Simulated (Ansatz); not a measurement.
TaAs in space group I4_1md (No. 109; Ta on 4a, As on 4a) is relaxed with PBEsol in the plane-wave PAW code Ansatz. What lattice parameters of the conventional cell result?

a = 3.429 Å, c = 11.584 Å.

Give the free coordinates with the occupied sites.

In one choice of origin and axes:

| atom | site | symmetry | x | y | z |
|---|---|---|---|---|---|
| Ta | 4a | 2mm. | 0.0000 | 0.0000 | 0.7503 |
| As | 4a | 2mm. | 0.0000 | 0.0000 | 0.3323 |

Is it a metal or does it have a gap at this level?

No gap at this level.

Symmetry was held in the PBEsol relaxation; of distortions, only those at the zone centre were tested. No spin polarisation was allowed. A small band overlap can be real or an error of a semilocal functional. Spin–orbit coupling is left out wherever it is not named.

Potentials: the earlier of the program's two PAW sets.
